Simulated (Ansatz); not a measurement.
## Ti2C, first-principles data

Ti2C:
```
CELL_PARAMETERS angstrom
      1.52643     0.88129     4.77184
     -1.52643     0.88129     4.77184
      0.00000    -1.76257     4.77184
ATOMIC_POSITIONS crystal
  Ti 0.24582 0.24582 0.24582
  Ti 0.75418 0.75418 0.75418
  C  0.50000 0.50000 0.50000
```

Space group R-3m (No. 166); conventional cell a = b = 3.0529 Å, c = 14.3155 Å, α = β = 90.00°, γ = 120.00°.

Method: the program Ansatz at the PBEsol level (PAW). Geometry: relaxed at this level of theory. Other levels are named where they apply.

### Cell and energy

| Property | Result |
|---|---|
| Volume per atom | 12.84 Å³ |
| Density | 4.65 g/cm³ |
| Formation energy from the elements (no fitted shifts) | -0.70 eV/atom |

### Electronic structure

| Property | Value |
|---|---|
| Electronic character | metallic (no gap) |
| Density of states at the Fermi level | 0.65 states/eV per atom (mean over ±0.08 eV) |

### Mechanics

| Property | Value |
|---|---|
| Bulk modulus (Birch–Murnaghan fit) | 141 GPa |
| Pressure derivative B′ | 4.8 |
| Elastic constants (relaxed ions, GPa) | C11 = 329, C12 = 86.1, C13 = 68.5, C14 = -26.8, C33 = 233, C44 = 53.4 |
| Mechanical stability | stable (all eigenvalues of C positive) |
| Hill bulk and shear moduli | 146 and 80.4 GPa |
| Young's modulus | 204 GPa |
| Poisson's ratio | 0.27 |
| Debye temperature from the elastic constants | 588 K |

### Phonons

| Property | Result |
|---|---|
| Highest zone-centre frequency | 654 cm⁻¹ |
| Zone-centre stability | no imaginary mode at Γ |

The workflow started from a Materials Project entry (that database holds measured and hypothetical structures alike); the Crystallography Open Database copy checked does not list it. Its standing as an ambient phase is unchecked. Symmetry was held in the PBEsol relaxation. The run is not spin-polarised. As this level gives no gap, shear constants depend on the k-mesh and smearing (Fermi–Dirac, 0.1 eV here). As this level gives no gap, phonon frequencies hold no LO–TO term and depend on the k-mesh and smearing (Fermi–Dirac, 0.1 eV here). The references are the lowest solids computed at this level, not always the standard phases.

Potentials: the later of the program's two PAW sets.
